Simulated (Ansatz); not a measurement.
Mg:
```
CELL_PARAMETERS angstrom
      3.15076     0.00000     0.00000
     -1.57538     2.72864     0.00000
      0.00000     0.00000     5.04753
ATOMIC_POSITIONS crystal
  Mg 0.33333 0.66667 0.25000
  Mg 0.66667 0.33333 0.75000
```

Relaxed with PBE+D3(BJ). Special points in fractions of this cell's reciprocal vectors: Γ (0.000, 0.000, 0.000); M (0.500, 0.000, 0.000); K (0.333, 0.333, 0.000); A (0.000, 0.000, 0.500); L (0.500, 0.000, 0.500); H (0.333, 0.333, 0.500).

Q: List the band energies nearest the Fermi level at these points for the program Ansatz at the PBE+D3(BJ) level (PAW).

A: In eV from the Fermi level; about four levels below and three above (degenerate sets whole), none deeper than 8.9 eV; … stands for higher levels left out; points with the same levels are listed once.

| k | below | above |
|---|---|---|
| Γ | -7.18 -1.70 -1.11 | 11.12 11.12 11.33 11.33 |
| M | -2.27 -2.23 | 2.77 3.07 3.54 |
| K | -0.73 -0.65 -0.65 | 4.27 4.27 4.57 |
| A | -5.70 -5.70 | 5.41 5.41 … |
| L | -1.17 -1.17 -0.45 -0.45 | 8.22 8.22 … |
| H | – | 0.16 0.16 0.63 0.63 |

Space group P6_3/mmc (hcp (Mg type)). The PBE+D3(BJ) relaxation kept the symmetry of its start. The pairwise dispersion correction was not fitted to metals.

Potentials: the earlier of the program's two PAW sets.
